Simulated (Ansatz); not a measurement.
## Band table of LiInPt

```yaml
crystal:
  lattice:
    - [4.46749, 0.00000, 0.00000]
    - [-2.23374, 3.86896, 0.00000]
    - [0.00000, 0.00000, 2.88456]
  atoms:
    - { symbol: Li, position: [0.00000, 0.00000, 0.00000] }
    - { symbol: In, position: [0.33333, 0.66667, 0.50000] }
    - { symbol: Pt, position: [0.66667, 0.33333, 0.00000] }
```

The base volume is that of a database entry, with shape and atoms relaxed on PAW files at held volume, so it needn't be at zero pressure; the structure needn't be the stable phase, at rest or compressed.

Level of theory: DFT with PBEsol, scalar-relativistic, in Ansatz 0.2.0; a Γ-centred 9×9×12 k mesh, Fermi–Dirac smearing of 0.05 eV, no spin polarisation. LAPW: all electrons, basis error target 1 meV/atom.

Spin–orbit coupling is left out, which matters for the heavy atoms.

Path points, in fractions of the reciprocal vectors: Γ (0.000, 0.000, 0.000), M (0.500, 0.000, 0.000), K (0.333, 0.333, 0.000), A (0.000, 0.000, 0.500), L (0.500, 0.000, 0.500), H (0.333, 0.333, 0.500). Levels in eV from the Fermi level; bands 22 to 38, counted from the lowest band of the run. The gap is zero, the pressure -5.23 GPa.

```
# k(1/Å) point b22 b23 b24 b25 b26 b27 b28 b29 b30 b31 b32 b33 b34 b35 b36 b37 b38
0.000 Γ -15.01 -14.46 -14.46 -14.27 -14.27 -9.32 -4.40 -4.02 -4.02 -1.54 -1.54 2.05 2.05 2.75 4.41 4.41 6.31
0.116 - -15.01 -14.46 -14.46 -14.27 -14.27 -9.27 -4.43 -4.02 -3.99 -1.54 -1.54 1.23 1.76 3.24 4.68 4.75 6.58
0.232 - -15.01 -14.46 -14.45 -14.27 -14.27 -9.13 -4.52 -4.01 -3.89 -1.57 -1.54 0.13 1.15 3.45 5.42 5.50 7.38
0.348 - -15.01 -14.47 -14.45 -14.27 -14.27 -8.90 -4.67 -3.99 -3.73 -1.60 -1.54 -0.89 0.47 3.45 6.27 6.42 8.60
0.464 - -15.00 -14.47 -14.44 -14.27 -14.27 -8.60 -4.90 -3.98 -3.51 -1.72 -1.63 -1.53 -0.18 3.41 7.18 7.40 9.62
0.580 - -15.00 -14.48 -14.44 -14.27 -14.27 -8.26 -5.21 -3.96 -3.25 -2.32 -1.66 -1.53 -0.76 3.38 8.19 8.41 10.26
0.696 - -15.00 -14.48 -14.43 -14.27 -14.27 -7.95 -5.53 -3.95 -3.00 -2.66 -1.67 -1.53 -1.21 3.36 9.31 9.35 10.95
0.812 M -15.00 -14.48 -14.43 -14.27 -14.27 -7.81 -5.68 -3.95 -2.88 -2.77 -1.68 -1.53 -1.39 3.35 9.85 10.29 10.87
0.879 - -15.00 -14.48 -14.43 -14.27 -14.27 -7.79 -5.68 -3.94 -2.88 -2.80 -1.68 -1.53 -1.44 3.46 9.52 10.30 11.14
0.946 - -15.00 -14.48 -14.43 -14.27 -14.26 -7.75 -5.71 -3.93 -2.89 -2.83 -1.68 -1.55 -1.54 3.74 8.98 10.14 11.50
1.013 - -15.00 -14.48 -14.44 -14.27 -14.26 -7.67 -5.75 -3.91 -2.99 -2.79 -1.70 -1.67 -1.55 4.17 8.44 9.87 11.58
1.080 - -15.00 -14.47 -14.44 -14.27 -14.26 -7.58 -5.80 -3.88 -3.12 -2.73 -1.87 -1.67 -1.55 4.70 7.93 9.53 11.70
1.147 - -15.00 -14.47 -14.45 -14.27 -14.26 -7.49 -5.87 -3.84 -3.25 -2.64 -2.04 -1.67 -1.56 5.27 7.48 9.19 11.82
1.214 - -15.00 -14.46 -14.45 -14.27 -14.26 -7.40 -5.94 -3.81 -3.35 -2.52 -2.20 -1.66 -1.57 5.79 7.12 8.89 11.94
1.281 K -15.00 -14.46 -14.45 -14.27 -14.26 -7.37 -5.97 -3.79 -3.39 -2.41 -2.34 -1.66 -1.57 6.01 6.99 8.75 12.00
1.415 - -15.00 -14.47 -14.45 -14.27 -14.26 -7.54 -5.81 -3.84 -3.25 -2.69 -1.98 -1.66 -1.56 5.58 6.84 9.51 11.61
1.549 - -15.00 -14.47 -14.44 -14.27 -14.26 -7.93 -5.45 -3.90 -3.11 -2.76 -1.66 -1.55 -1.44 5.01 6.31 10.68 10.81
1.683 - -15.00 -14.47 -14.44 -14.27 -14.26 -8.38 -5.06 -3.95 -3.38 -2.17 -1.64 -1.54 -0.77 4.51 5.79 9.28 10.01
1.817 - -15.01 -14.47 -14.45 -14.27 -14.26 -8.77 -4.76 -3.98 -3.64 -1.61 -1.54 -1.29 0.02 4.07 5.36 7.80 9.12
1.951 - -15.01 -14.46 -14.45 -14.27 -14.27 -9.07 -4.56 -4.00 -3.85 -1.57 -1.54 -0.18 0.87 3.71 5.01 6.30 7.67
2.084 - -15.01 -14.46 -14.46 -14.27 -14.27 -9.26 -4.44 -4.02 -3.98 -1.55 -1.54 1.07 1.67 3.32 4.65 4.96 6.66
2.218 Γ -15.01 -14.46 -14.46 -14.27 -14.27 -9.32 -4.40 -4.02 -4.02 -1.54 -1.54 2.05 2.05 2.75 4.41 4.41 6.31
2.374 - -14.97 -14.46 -14.46 -14.29 -14.29 -9.22 -4.28 -3.96 -3.96 -1.70 -1.70 2.27 2.27 2.78 4.45 4.45 5.88
2.530 - -14.84 -14.45 -14.45 -14.35 -14.35 -8.92 -3.94 -3.81 -3.81 -2.09 -2.09 2.80 2.80 2.88 4.57 4.57 4.76
2.685 - -14.65 -14.45 -14.45 -14.44 -14.44 -8.42 -3.58 -3.58 -3.44 -2.54 -2.54 2.85 3.48 3.48 3.57 4.80 4.80
2.841 - -14.54 -14.54 -14.45 -14.43 -14.43 -7.73 -3.35 -3.35 -2.96 -2.92 -2.92 1.79 3.65 4.14 4.14 5.17 5.17
2.996 - -14.62 -14.62 -14.42 -14.42 -14.26 -6.87 -3.39 -3.39 -2.96 -2.96 -2.89 0.95 4.23 4.64 4.64 5.70 5.70
3.152 - -14.68 -14.68 -14.42 -14.42 -14.14 -5.86 -3.57 -3.57 -3.54 -2.81 -2.81 0.75 4.97 4.97 5.17 6.22 6.22
3.308 A -14.70 -14.70 -14.42 -14.42 -14.09 -5.04 -4.31 -3.63 -3.63 -2.75 -2.75 0.78 5.09 5.09 6.14 6.35 6.44
3.424 - -14.70 -14.70 -14.42 -14.42 -14.09 -5.00 -4.42 -3.65 -3.48 -2.74 -2.73 0.75 4.59 5.13 5.52 6.24 6.57
3.540 - -14.70 -14.70 -14.41 -14.41 -14.09 -4.89 -4.62 -3.70 -3.15 -2.71 -2.69 0.66 3.79 4.63 5.25 5.80 6.30
3.656 - -14.71 -14.70 -14.41 -14.40 -14.08 -4.80 -4.72 -3.78 -2.75 -2.66 -2.62 0.48 3.03 3.80 5.30 5.42 5.79
3.772 - -14.71 -14.70 -14.40 -14.39 -14.08 -4.95 -4.50 -3.85 -2.59 -2.54 -2.33 0.18 2.37 3.15 4.85 5.28 5.61
3.888 - -14.72 -14.69 -14.40 -14.38 -14.07 -5.06 -4.29 -3.92 -2.47 -2.47 -1.92 -0.22 1.82 2.74 4.49 4.84 5.78
4.004 - -14.72 -14.69 -14.40 -14.38 -14.07 -5.13 -4.12 -3.97 -2.42 -2.33 -1.60 -0.61 1.42 2.53 4.26 4.56 5.90
4.120 L -14.72 -14.69 -14.40 -14.38 -14.07 -5.15 -4.06 -3.99 -2.40 -2.26 -1.47 -0.79 1.27 2.47 4.18 4.46 5.94
4.187 - -14.72 -14.69 -14.40 -14.38 -14.07 -5.14 -4.04 -4.02 -2.41 -2.26 -1.42 -0.79 1.26 2.47 4.14 4.23 6.20
4.253 - -14.72 -14.69 -14.39 -14.38 -14.07 -5.12 -4.09 -4.00 -2.43 -2.27 -1.27 -0.80 1.25 2.46 3.77 4.05 6.74
4.320 - -14.72 -14.69 -14.39 -14.38 -14.07 -5.09 -4.20 -3.94 -2.46 -2.28 -1.06 -0.80 1.22 2.45 3.29 3.92 7.38
4.387 - -14.72 -14.69 -14.39 -14.38 -14.07 -5.05 -4.31 -3.86 -2.49 -2.31 -0.82 -0.80 1.16 2.44 2.85 3.78 8.04
4.454 - -14.72 -14.69 -14.39 -14.38 -14.07 -5.00 -4.42 -3.78 -2.52 -2.34 -0.83 -0.51 1.05 2.43 2.51 3.67 8.71
4.521 - -14.72 -14.69 -14.39 -14.38 -14.07 -4.97 -4.50 -3.72 -2.53 -2.37 -0.85 -0.25 0.89 2.31 2.42 3.59 9.20
4.588 H -14.72 -14.69 -14.39 -14.38 -14.07 -4.95 -4.53 -3.69 -2.53 -2.38 -0.85 -0.13 0.80 2.24 2.41 3.56 9.42
4.722 - -14.72 -14.69 -14.39 -14.38 -14.07 -4.99 -4.43 -3.79 -2.55 -2.33 -0.78 -0.56 1.15 2.45 2.46 3.67 8.90
4.856 - -14.72 -14.69 -14.39 -14.38 -14.07 -5.02 -4.24 -4.04 -2.59 -2.32 -1.25 -0.50 1.66 2.58 3.03 3.97 7.99
4.990 - -14.72 -14.69 -14.40 -14.39 -14.08 -4.98 -4.34 -4.04 -2.63 -2.42 -1.92 -0.05 2.18 2.89 3.81 4.43 7.18
5.124 - -14.71 -14.70 -14.41 -14.40 -14.08 -4.86 -4.62 -3.86 -2.67 -2.55 -2.51 0.36 2.80 3.48 4.60 5.00 6.57
5.258 - -14.71 -14.70 -14.41 -14.41 -14.09 -4.84 -4.67 -3.73 -3.02 -2.71 -2.66 0.62 3.58 4.36 5.11 5.62 6.38
5.392 - -14.70 -14.70 -14.42 -14.41 -14.09 -4.99 -4.45 -3.66 -3.44 -2.74 -2.73 0.74 4.47 5.14 5.39 6.18 6.58
5.526 A -14.70 -14.70 -14.42 -14.42 -14.09 -5.04 -4.31 -3.63 -3.63 -2.75 -2.75 0.78 5.09 5.09 6.14 6.35 6.44
```
